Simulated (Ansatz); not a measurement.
PtW (rock salt) was relaxed and computed twice in Ansatz (plane waves, PAW), once with PBE and once with PBEsol.

|  | run 1 | run 2 |
|---|---|---|
| cell | a = b = c = 5.2603 Å, α = β = γ = 90.00° | a = b = c = 5.2018 Å, α = β = γ = 90.00° |
| ΔH_f (eV/atom) | 0.86 | 0.92 |
| B₀ by P(V) fit (GPa) | 220 | 242 |

**Question.** Which run used which functional?

**Answer.** Run 1 is PBE, run 2 is PBEsol.

Typed or built starts, not in the databases checked: PtW, rock salt. All cells were relaxed under the symmetry of their starts (and spin orders); stability against distortions was not tested throughout. Rows with no word on spin ran without spin polarisation. Scalar-relativistic: spin–orbit coupling is off unless named, which matters more the heavier the elements.

Potentials: the later of the program's two PAW sets.

Ansatz (a first-principles code) is a plane-wave DFT program.

Formation energies count from the lowest solids of the elements computed at the same level, not from gases.
